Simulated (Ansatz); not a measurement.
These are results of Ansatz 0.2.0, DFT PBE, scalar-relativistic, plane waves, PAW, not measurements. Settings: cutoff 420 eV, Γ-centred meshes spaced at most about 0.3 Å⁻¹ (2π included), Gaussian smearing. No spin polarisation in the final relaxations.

These are static total energies at zero pressure.

Two forms of ZnIn2Cl4 were relaxed alike.

A.

```
Zn In Cl
1.0
     6.29047    0.00000    0.00000
    -2.77401    5.68256    0.00000
    -1.93252   -2.70052    6.49965
Zn In Cl
1 2 4
Direct
  0.99277 0.04405 0.00105
  0.10549 0.44566 0.64522
  0.45742 0.77724 0.35528
  0.03256 0.89500 0.70651
  0.95897 0.39389 0.99019
  0.61203 0.75150 0.00491
  0.34076 0.19267 0.29684
```

B.

```
Zn In Cl
1.0
    -2.53437    2.53437    7.76932
     2.53437   -2.53437    7.76932
     2.53437    2.53437   -7.76932
Zn In Cl
1 2 4
Cartesian
  0.0000 0.0000 0.0000
  0.0000 0.0000 5.6232
  0.0000 0.0000 9.9154
  0.0000 0.0000 13.1524
  2.5344 0.0000 0.0000
  0.0000 2.5344 0.0000
  0.0000 0.0000 2.3862
```

Task: Which would you expect to be lower, and how large is the difference?

Result: A is lower, by 58 meV/atom. A has space group P1 (No. 1), 33.2 Å³/atom and a gap of 2.33 eV on its mesh; B has the K2NiF4 type, space group I4/mmm (No. 139), 28.5 Å³/atom and a gap of 2.11 eV. Counting Cl atoms around In and Zn (those within 1.25 times the shortest such distance or 1.15 times the sum of covalent radii; a plus sign parts nearer from farther groups; the shortest distance is added where it is long for a bond; a slash parts the counts of unlike sites), A has Zn 4, In 3+1 from 2.9 Å/5 from 3.0 Å and B has Zn 6, In 9 from 3.2 Å. The lower one is the more open, so pressure narrows the difference. In A, Zn has 4 Cl at 2.27–2.33 Å; around In on its first site lie 3 Cl at 2.94–3.03 Å and 1 Cl at 3.45 Å; Cl on its first site has 1 Zn at 2.28 Å and 1 In at 3.03 Å; 4 more sites not described. In B, Zn is surrounded by 2 Cl at 2.39 Å and 4 Cl at 2.53 Å; In is surrounded by 5 Cl at 3.24–3.32 Å and 4 Cl at 3.59 Å; around Cl on a site of symmetry 4mm lie 1 Zn at 2.39 Å, 1 In at 3.24 Å, 4 Cl at 3.48 Å and 4 In at 3.59 Å; 1 more site not described. Both come from invented guesses.

Kohn–Sham gaps at this level usually fall short of measured ones. Cells relaxed within their symmetry can be saddle points. The P1 cell of ZnIn2Cl4 came from shaking the I4/mmm one.
